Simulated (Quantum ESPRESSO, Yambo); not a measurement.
Rb2NaScF6 (space group Fm-3m, No. 225): one geometry, one set of norm-conserving PBEsol (Quantum ESPRESSO, 88 Ry, no spin-orbit coupling) orbitals, self-energies from Yambo (2×2×2 Γ-centred k mesh, bands 3 to 317 and a 8 Ry block in the screening, 317 bands in G with the Bruneval-Gonze terminator, plasmon pole fitted at 27.2 eV).

| level | gap Γ → Γ (eV) |
|---|---|
| PBEsol (Quantum ESPRESSO) | 6.76 |
| exchange only (Hartree-Fock self-energy on PBEsol orbitals) | (withheld) |
| static COHSEX@PBEsol | 11.58 |
| G0W0@PBEsol, plasmon pole | (withheld) |
| G0W0@PBEsol, multipole fit to 8 frequencies, no terminator | 10.02 |

**Question.** Some entries are withheld; supply them.

**Answer.** 
- exchange only (Hartree-Fock self-energy on PBEsol orbitals), gap Γ → Γ (eV): 18.90
- G0W0@PBEsol, plasmon pole, gap Γ → Γ (eV): 10.29

Bare exchange has no screening and gives the widest gap; static COHSEX screens it but leaves out the frequency dependence, which G0W0 restores.

Convergence of the G0W0 settings was not tested. The k mesh is coarse.

Geometry of the Materials Project entry, not relaxed at this level; primitive cell a = 6.1865 Å, b = 6.1865 Å, c = 6.1865 Å, α = 60.00°, β = 60.00°, γ = 60.00°.

The structure is a Materials Project entry; no match was found in the copy of COD used, and its stability was not checked.
